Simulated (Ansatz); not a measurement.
An Ansatz (a first-principles code) run. Input:

Ansatz 0.2 input:
```yaml
crystal:
  lattice:
    - [5.2336345586, 0.0, 0.0]
    - [0.0, 3.9931529967, 0.0]
    - [0.0, 0.0, 7.3832032573]
  atoms:
    - { symbol: Si, position: [0.3016347402, 0.25, 0.9015358826] }
    - { symbol: Si, position: [0.6983652598, 0.75, 0.0984641174] }
    - { symbol: Si, position: [0.1983652598, 0.75, 0.4015358826] }
    - { symbol: Si, position: [0.8016347402, 0.25, 0.5984641174] }
    - { symbol: Ru, position: [0.5155226024, 0.75, 0.7866281357] }
    - { symbol: Ru, position: [0.4844773976, 0.25, 0.2133718643] }
    - { symbol: Ru, position: [0.9844773976, 0.25, 0.2866281357] }
    - { symbol: Ru, position: [0.0155226024, 0.75, 0.7133718643] }
    - { symbol: Ru, position: [0.8323659068, 0.25, 0.9353359772] }
    - { symbol: Ru, position: [0.1676340932, 0.75, 0.0646640228] }
    - { symbol: Ru, position: [0.6676340932, 0.75, 0.4353359772] }
    - { symbol: Ru, position: [0.3323659068, 0.25, 0.5646640228] }
kpoints:
  mp_grid: { grid: [11, 15, 8] }
hamiltonian:
  xc: pbesol
  pseudopotentials: { kind: paw }
scf:
  occupations: { method: fermi_dirac, width: 0.1 }
elastic: { mode: relaxed_ion, stencil: two_point, amplitude: 0.005, f_tol: 0.0005 }
```

Output (shortened):

```
Pseudopotentials: kind: paw
Pseudopotential: Si, paw, valence charge 4
Pseudopotential: Ru, paw, valence charge 16
Functional definition: PBEsol
Crystal: 12 atoms, lattice volume = 154.299 Å³
Basis set: ecut = 420 eV, 3001 PW (Γ), exchange–correlation on 72×54×100 points (8 copies of the dense FFT grid, shifted against one another)
Bands: 87, of which v1, the nominal top of the filled ones, is band 72 counted from 1 (71 counted from 0)
Symmetry: 8 space group operations
Space group: Pnma (ITA 62), of the structure as read, at distance tolerance 5.4e-5 Å
k-points: 240 of 1320
PAW frozen core: Si, regenerated for the run's functional, and the local potential with it
PAW frozen core: Ru, regenerated for the run's functional, and the local potential with it
Initial wavefunctions: pseudopotential atomic-orbital guess
Eigensolver: davidson
Functional: x = pbesol(κ = 0.804, μ = 0.12345679012345678), c = pbesol(β = 0.046)
all-band conjugate gradients solve this SCF's bands
SCF 1 converged in 11 iterations: F = -49023.293827 eV  dr2 = 1.06e-14
relax step   1: F+E_penalty+E_count = -49023.29382652 eV  Δ(F+E_penalty+E_count) = +0.000e0 eV  max|allowed force component| = 2.782e-2 eV/Å  Δτ_max = 0.0000 Å  (11 SCF iters, accepted)
Crystal: 12 atoms, lattice volume = 154.299 Å³
Initial density: handed on by an earlier stage of this run
Initial wavefunctions: pseudopotential atomic-orbital guess (no wavefunctions were taken with the density)
SCF 2 converged in 11 iterations: F = -49023.294040 eV  dr2 = 1.02e-14
relax step   2: F+E_penalty+E_count = -49023.29403997 eV  Δ(F+E_penalty+E_count) = -2.134e-4 eV  max|allowed force component| = 1.149e-2 eV/Å  Δτ_max = 0.0019 Å  (11 SCF iters, accepted)
density extrapolation: transplant  |δρ|_rms = 5.946e-2 e/Å³  SAD shift = 2.159e-3 e/Å³
Crystal: 12 atoms, lattice volume = 154.299 Å³
Initial wavefunctions: those handed on with the density
SCF 3 converged in 8 iterations: F = -49023.294080 eV  dr2 = 5.45e-14
relax step   3: F+E_penalty+E_count = -49023.29407993 eV  Δ(F+E_penalty+E_count) = -3.996e-5 eV  max|allowed force component| = 3.395e-3 eV/Å  Δτ_max = 0.0009 Å  (8 SCF iters, accepted)
density extrapolation: transplant  |δρ|_rms = 5.945e-2 e/Å³  SAD shift = 3.763e-4 e/Å³
Crystal: 12 atoms, lattice volume = 154.299 Å³
SCF 4 converged in 8 iterations: F = -49023.294083 eV  dr2 = 1.11e-14
relax step   4: F+E_penalty+E_count = -49023.29408350 eV  Δ(F+E_penalty+E_count) = -3.572e-6 eV  max|allowed force component| = 6.793e-4 eV/Å  Δτ_max = 0.0004 Å  (8 SCF iters, accepted)
density extrapolation: transplant  |δρ|_rms = 5.945e-2 e/Å³  SAD shift = 4.160e-4 e/Å³
Crystal: 12 atoms, lattice volume = 154.299 Å³
[...]
density extrapolation: transplant  |δρ|_rms = 5.945e-2 e/Å³  SAD shift = 1.706e-4 e/Å³
Crystal: 12 atoms, lattice volume = 154.298 Å³
SCF 58 converged in 8 iterations: F = -49023.292411 eV  dr2 = 3.70e-15
relax step   3: F+E_penalty+E_count = -49023.29241133 eV  Δ(F+E_penalty+E_count) = -1.520e-7 eV  max|allowed force component| = 1.963e-4 eV/Å  Δτ_max = 0.0001 Å  (8 SCF iters, accepted)
Crystal: 12 atoms, lattice volume = 154.298 Å³
SCF 59 converged in 14 iterations: F = -49023.292411 eV  dr2 = 3.88e-18
SCF converged after 14 iterations
Stability not checked: this state was not tested for a lower state beside it, because too few of the mixer's solves of this state at the end of the SCF gave a …
Free energy (F): -49023.294084 eV
Harris-Foulkes:  -49023.294084 eV  (|F-HF|=0.00e0)
Internal energy: -49022.994055 eV  (E = F + TS)
E sigma→0 (E₀):  -49023.144070 eV
Entropy (-TS):   -0.300028 eV (-25.002 meV/atom)
Fermi energy:    20.285760 eV
--- Per-component energies (eV) ---
  E_band       = -569.970121
  E_kinetic    = 4313.731494
  E_local      = -12255.477868  (includes V_loc(G=0)·N_el)
  E_nonlocal   = 2866.061025
  E_hartree    = 4208.371463
  E_xc         = -1748.750709
  E_vxc        = -2115.647844  (∫ρ·V_xc dr)
  E_paw        = -29195.809047  (= ΣΔE_a)
  E_vpaw       = -1795.378407  (= ΣTr[D̂ρ^β])
  E_aug_tail   = -0.001447  (compensation charges beyond the density's cutoff)
  E_ewald      = -17213.271578
  E_core_change = 2.152610  (= ΣΔE_core)
  E_smearing   = -0.300028  (= −TS)
  E_closure    = 0.000000  (closes the sum)
  Σ components = -49023.294084   (vs F -49023.294084, Δ=0.00e0)
--- Forces (eV/Å), atoms counted from 1 ---
  atom   1  Si    -0.00013908     0.00000000    -0.00014107
  atom   2  Si     0.00013908     0.00000000     0.00014107
  atom   3  Si     0.00013908     0.00000000    -0.00014107
  atom   4  Si    -0.00013908     0.00000000     0.00014107
  atom   5  Ru     0.00006876     0.00000000    -0.00005810
  atom   6  Ru    -0.00006876     0.00000000     0.00005810
  atom   7  Ru    -0.00006876     0.00000000    -0.00005810
  atom   8  Ru     0.00006876     0.00000000     0.00005810
  atom   9  Ru    -0.00013414     0.00000000     0.00000635
  atom  10  Ru     0.00013414     0.00000000    -0.00000635
  atom  11  Ru     0.00013414     0.00000000     0.00000635
  atom  12  Ru    -0.00013414     0.00000000    -0.00000635
  max |Σ_I F_I| component: 1.95e-18 eV/Å
--- Stress (GPa, compression-positive) ---
        0.355356       0.000000       0.000000
        0.000000       0.232896       0.000000
        0.000000       0.000000       0.242959
  P = ⅓ Tr σ = 0.2771 GPa (2.771 kbar)
  The stress holds the Pulay correction. Without it, at fixed plane waves, as pw.x and ABINIT print it: P = 0.2310 GPa
  The stress includes an estimate of the error left by incomplete SCF convergence (largest component  0.0000 GPa; it does not cover the PAW one-centre terms).
--- Band table (eV; the first three rows and the last of 240) ---
  k-point 0: bands = ["-52.2426", "-52.1890", "-52.1726", "-52.1403", "-52.1358", "-52.1217", "-52.1208", "-52.1152", "-22.6799", "-22.6020", "-22.5142", "-22.4551", "-22.4308", "-22.3943", "-22.3190", "-22.3038", "-22.2954", "-22.2826", "-22.2573", …
  k-point 1: bands = ["-52.2414", "-52.1952", "-52.1667", "-52.1404", "-52.1357", "-52.1216", "-52.1209", "-52.1161", "-22.6775", "-22.6058", "-22.5133", "-22.4493", "-22.4279", "-22.4091", "-22.3120", "-22.3055", "-22.3000", "-22.2941", "-22.2404", …
  k-point 2: bands = ["-52.2379", "-52.2054", "-52.1572", "-52.1408", "-52.1350", "-52.1216", "-52.1214", "-52.1186", "-22.6704", "-22.6159", "-22.5094", "-22.4364", "-22.4331", "-22.4193", "-22.3384", "-22.3196", "-22.2903", "-22.2843", "-22.2133", …
  k-point 239: bands = ["-52.1761", "-52.1761", "-52.1688", "-52.1688", "-52.1380", "-52.1380", "-52.1356", "-52.1356", "-22.5290", "-22.5290", "-22.4929", "-22.4929", "-22.4151", "-22.4151", "-22.4068", "-22.4068", "-22.3163", "-22.3163", "-22.2630", …
  band table: 87 of 87 bands, residual norms ≤ 1.0e-3 eV
--- Elastic constants: 6 strain directions × 2 members + reference (group order 8) ---
  dense FFT box of the reference and of every strained cell: 36×27×50
  strains applied: 11, 22, 33, 23, 13, 12; error gains …
  reference relaxed by the batch: 6 steps …
  largest displacement 2.5e-3 Å; the constants are those of the deck's cell at these positions:
  atoms:
    - { symbol: Si, position: [0.30120312898103846, 0.25, 0.9015689609327149] }
    - { symbol: Si, position: [0.6987968710189615, 0.75, 0.09843103906728488] }
    - { symbol: Si, position: [0.19879687101896149, 0.75, 0.4015689609327151] }
    - { symbol: Si, position: [0.8012031289810385, 0.25, 0.5984310390672849] }
    - { symbol: Ru, position: [0.5153615551690232, 0.75, 0.7868804603433037] }
    - { symbol: Ru, position: [0.4846384448309769, 0.25, 0.21311953965669622] }
    - { symbol: Ru, position: [0.9846384448309766, 0.25, 0.2868804603433037] }
    - { symbol: Ru, position: [0.01536155516902312, 0.75, 0.713119539656696] }
    - { symbol: Ru, position: [0.8325359178242088, 0.25, 0.9350133934777272] }
    - { symbol: Ru, position: [0.16746408217579134, 0.75, 0.06498660652227269] }
    - { symbol: Ru, position: [0.6674640821757913, 0.75, 0.4350133934777272] }
    - { symbol: Ru, position: [0.3325359178242086, 0.25, 0.5649866065222726] }
  C = ∂σ_k/∂η_j (tension-positive GPa; Voigt order 11 22 33 23 13 12):
       407.060    199.344    194.077      0.000      0.000      0.000
       199.201    448.118    234.085      0.000      0.000      0.000
       193.956    234.125    462.646      0.000      0.000      0.000
         0.000      0.000      0.000    139.894      0.000      0.000
         0.000      0.000      0.000      0.000     85.215      0.000
         0.000      0.000      0.000      0.000      0.000    138.891
  reference stress σ⁰ (GPa):     -0.355     -0.233     -0.243      0.000      0.000      0.000
  moduli (Voigt/Reuss/Hill, GPa): K = 285.85/283.56/284.70   G = 118.83/114.75/116.79   E = 308.22   ν = 0.320
  mechanically stable: yes (min eigenvalue of sym C = 85.22 GPa)
  strain η (Voigt 11):  stress-route row diagonal C_11 = 407.06 GPa, energy-path curvature d²(F+E_count+ΔE)/dδ²/Ω₀ = 407.01 GPa
         δ    σ_11 (GPa)             F (eV)   n_scf  n_hpsi   n_pw
    -5.000e-3      -2.4479      -49023.2873850      14  420976   3030   relax 3 steps, max|allowed force component| 4.26e-4 eV/Å
     5.000e-3       1.6227      -49023.2909884      14  434428   3064   relax 4 steps, max|allowed force component| 3.02e-5 eV/Å
  strain η (Voigt 22):  stress-route row diagonal C_22 = 448.12 GPa, energy-path curvature d²(F+E_count+ΔE)/dδ²/Ω₀ = 448.10 GPa
         δ    σ_22 (GPa)             F (eV)   n_scf  n_hpsi   n_pw
    -5.000e-3      -2.5161      -49023.2875070      14  423869   3030   relax 4 steps, max|allowed force component| 1.93e-4 eV/Å
     5.000e-3       1.9651      -49023.2898751      14  426655   3062   relax 3 steps, max|allowed force component| 2.37e-4 eV/Å
  strain η (Voigt 33):  stress-route row diagonal C_33 = 462.65 GPa, energy-path curvature d²(F+E_count+ΔE)/dδ²/Ω₀ = 462.60 GPa
         δ    σ_33 (GPa)             F (eV)   n_scf  n_hpsi   n_pw
    -5.000e-3      -2.6069      -49023.2872645      14  421154   3026   relax 4 steps, max|allowed force component| 1.09e-4 eV/Å
     5.000e-3       2.0196      -49023.2897630      14  426960   3060   relax 3 steps, max|allowed force component| 3.52e-4 eV/Å
  strain η (Voigt 23):  stress-route row diagonal C_44 = 139.89 GPa, energy-path curvature d²(F+E_count+ΔE)/dδ²/Ω₀ = 140.02 GPa
         δ    σ_23 (GPa)             F (eV)   n_scf  n_hpsi   n_pw
    -5.000e-3      -0.6995      -49023.2923977      14  644215   3040   relax 3 steps, max|allowed force component| 2.65e-4 eV/Å
     5.000e-3       0.6995      -49023.2923977      14  644879   3040   relax 3 steps, max|allowed force component| 4.33e-4 eV/Å
  strain η (Voigt 13):  stress-route row diagonal C_55 = 85.22 GPa, energy-path curvature d²(F+E_count+ΔE)/dδ²/Ω₀ = 85.36 GPa
         δ    σ_13 (GPa)             F (eV)   n_scf  n_hpsi   n_pw
    -5.000e-3      -0.4261      -49023.2930577      14  635156   3042   relax 4 steps, max|allowed force component| 2.71e-4 eV/Å
     5.000e-3       0.4261      -49023.2930577      14  636670   3042   relax 3 steps, max|allowed force component| 2.08e-4 eV/Å
  strain η (Voigt 12):  stress-route row diagonal C_66 = 138.89 GPa, energy-path curvature d²(F+E_count+ΔE)/dδ²/Ω₀ = 139.03 GPa
         δ    σ_12 (GPa)             F (eV)   n_scf  n_hpsi   n_pw
    -5.000e-3      -0.6945      -49023.2924113      14  741220   3043   relax 3 steps, max|allowed force component| 2.27e-4 eV/Å
     5.000e-3       0.6945      -49023.2924113      14  732127   3043   relax 3 steps, max|allowed force component| 1.96e-4 eV/Å
```

Cost: very roughly 4 core-hours on shared cores.

The workflow started from a Materials Project entry (that database holds measured and hypothetical structures alike); the Crystallography Open Database copy checked does not list it. Whether it is the stable phase at ambient conditions was not checked. Symmetry was held in the PBEsol relaxation; its stability against distortions is not shown here. The run is not spin-polarised. As this level gives no gap, shear constants depend on the k-mesh and smearing (Fermi–Dirac, 0.1 eV here). On the denser mesh and wider smearing of the elastic run this cell carries a stress of 0.4 GPa. Spin–orbit coupling is left out wherever it is not named.

Potentials: the later of the program's two PAW sets.

Ansatz is a plane-wave DFT program.
